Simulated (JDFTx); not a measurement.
An input for JDFTx (a modified build) (Hf(1 0 -1 0), linear PCM (GLSSA13), water, 2 M KCl; bohr, hartree) and the course of its log:

```
lattice \
  6.0327237346 0.0000000000 0.0000000000 \
  0.0000000000 9.5337438878 0.0000000000 \
  0.0000000000 0.0000000000 47.6210983406
coords-type Lattice
ion Hf 0.5000000000 0.7500000000 -0.1802543442 0
ion Hf 0.0000000000 0.2500000000 -0.1468266300 0
ion Hf 0.0000000000 0.7500000000 -0.0731397380 0
ion Hf 0.5000000000 0.2500000000 -0.0365698690 0
ion Hf 0.5000000000 0.7500000000 0.0365698690 0
ion Hf 0.0000000000 0.2500000000 0.0731397380 0
ion Hf 0.0000000000 0.7500000000 0.1468266300 0
ion Hf 0.5000000000 0.2500000000 0.1802543442 0
ion-species pseudo/hf_pbe_v1.upf
elec-cutoff 20 100
elec-ex-corr gga-PBE
coulomb-interaction Slab 001
coulomb-truncation-embed 0 0 0
kpoint-folding 6 4 1
elec-smearing Fermi 0.01
elec-n-bands 63
target-mu -0.041894
electronic-scf nIterations 100 energyDiffThreshold 1e-07
fluid LinearPCM
pcm-variant GLSSA13
fluid-solvent H2O
fluid-cation K+ 2
fluid-anion Cl- 2
fluid-minimize nIterations 400 knormThreshold 1e-12
wavefunction read f0.wfns
elec-initial-eigenvals f0.eigenvals
elec-initial-fillings read f0.fillings
fluid-initial-state f0.fluidState
dump-name f0_u0.$VAR
dump End State Ecomponents EigStats BandEigs Forces ElecDensity IonicPositions Fillings Kpoints Dtot FluidDebug BoundCharge FluidDensity
```

```
[one cycle in 5 is shown, and the last three; fluid-solver lines are left out]
	FillingsUpdate:  mu: -0.041894000  nElectrons: 106.498969
SCF: Cycle:  0   G: -363.234336411104152   dG: +3.098e+01   |Residual|: 3.145e-01   |deigs|: 2.906e-06
	FillingsUpdate:  mu: -0.041894000  nElectrons: 95.003889
SCF: Cycle:  5   G: -393.399245856355776   dG: +9.064e-03   |Residual|: 5.892e-02   |deigs|: 1.716e-03
	FillingsUpdate:  mu: -0.041894000  nElectrons: 97.421509
SCF: Cycle: 10   G: -393.875522781582788   dG: -1.914e-01   |Residual|: 3.565e-02   |deigs|: 1.418e-03
	FillingsUpdate:  mu: -0.041894000  nElectrons: 93.914592
SCF: Cycle: 15   G: -392.476227814939136   dG: +1.313e+00   |Residual|: 7.552e-02   |deigs|: 5.104e-03
	FillingsUpdate:  mu: -0.041894000  nElectrons: 94.937292
SCF: Cycle: 20   G: -393.478154513225661   dG: +9.396e-02   |Residual|: 4.891e-02   |deigs|: 4.232e-04
	FillingsUpdate:  mu: -0.041894000  nElectrons: 92.415881
SCF: Cycle: 25   G: -388.566135677877753   dG: +5.065e+00   |Residual|: 1.383e-01   |deigs|: 1.110e-02
	FillingsUpdate:  mu: -0.041894000  nElectrons: 95.065082
SCF: Cycle: 30   G: -393.505853710476913   dG: +1.403e-01   |Residual|: 4.721e-02   |deigs|: 6.098e-04
	FillingsUpdate:  mu: -0.041894000  nElectrons: 95.996794
SCF: Cycle: 35   G: -394.140781915267610   dG: -3.512e-01   |Residual|: 1.863e-02   |deigs|: 2.667e-03
	FillingsUpdate:  mu: -0.041894000  nElectrons: 94.484489
SCF: Cycle: 40   G: -392.945436455700019   dG: +3.925e-01   |Residual|: 6.461e-02   |deigs|: 1.411e-03
	FillingsUpdate:  mu: -0.041894000  nElectrons: 95.461522
SCF: Cycle: 45   G: -393.968341761627755   dG: -1.992e-02   |Residual|: 2.961e-02   |deigs|: 5.262e-04
	FillingsUpdate:  mu: -0.041894000  nElectrons: 100.011635
SCF: Cycle: 50   G: -390.617925306706923   dG: +3.585e+00   |Residual|: 1.074e-01   |deigs|: 1.345e-02
	FillingsUpdate:  mu: -0.041894000  nElectrons: 96.141065
SCF: Cycle: 55   G: -394.198324411304952   dG: -3.982e-02   |Residual|: 9.838e-03   |deigs|: 1.222e-03
	FillingsUpdate:  mu: -0.041894000  nElectrons: 95.448281
SCF: Cycle: 60   G: -393.873607263694510   dG: -1.761e-01   |Residual|: 3.246e-02   |deigs|: 1.090e-03
	FillingsUpdate:  mu: -0.041894000  nElectrons: 99.220801
SCF: Cycle: 65   G: -392.066729535959439   dG: +1.778e+00   |Residual|: 8.311e-02   |deigs|: 1.435e-02
	FillingsUpdate:  mu: -0.041894000  nElectrons: 97.246202
SCF: Cycle: 70   G: -393.955454239455605   dG: -4.332e-01   |Residual|: 3.096e-02   |deigs|: 2.301e-03
	FillingsUpdate:  mu: -0.041894000  nElectrons: 95.987392
SCF: Cycle: 75   G: -394.178291312822978   dG: -9.852e-02   |Residual|: 1.284e-02   |deigs|: 1.269e-03
	FillingsUpdate:  mu: -0.041894000  nElectrons: 96.437199
SCF: Cycle: 80   G: -394.218406943409491   dG: -1.309e-01   |Residual|: 4.201e-03   |deigs|: 2.638e-03
	FillingsUpdate:  mu: -0.041894000  nElectrons: 97.547161
SCF: Cycle: 85   G: -393.877880588406583   dG: +6.508e-02   |Residual|: 3.446e-02   |deigs|: 8.685e-04
	FillingsUpdate:  mu: -0.041894000  nElectrons: 96.376717
SCF: Cycle: 90   G: -394.210741406816965   dG: -1.961e-02   |Residual|: 7.131e-03   |deigs|: 2.141e-03
	FillingsUpdate:  mu: -0.041894000  nElectrons: 96.226530
SCF: Cycle: 95   G: -394.200515159006898   dG: +2.294e-03   |Residual|: 8.324e-03   |deigs|: 8.807e-04
	FillingsUpdate:  mu: -0.041894000  nElectrons: 95.895427
SCF: Cycle: 97   G: -394.114303002380893   dG: +6.325e-02   |Residual|: 1.883e-02   |deigs|: 9.730e-04
	FillingsUpdate:  mu: -0.041894000  nElectrons: 95.786404
SCF: Cycle: 98   G: -394.069881599062001   dG: +4.442e-02   |Residual|: 2.246e-02   |deigs|: 4.607e-04
	FillingsUpdate:  mu: -0.041894000  nElectrons: 95.594784
SCF: Cycle: 99   G: -393.963663016632381   dG: +1.062e-01   |Residual|: 2.946e-02   |deigs|: 9.104e-04
SCF: None of the convergence criteria satisfied after 100 iterations.
IonicMinimize: Iter:   0  G: -393.963663016632381  |grad|_K:  0.000e+00
IonicMinimize: Converged (|grad|_K<1.000000e-04).
```

This run gave no converged result. The electronic loop ended without meeting its threshold, so the last energy, electron count and forces aren't results.
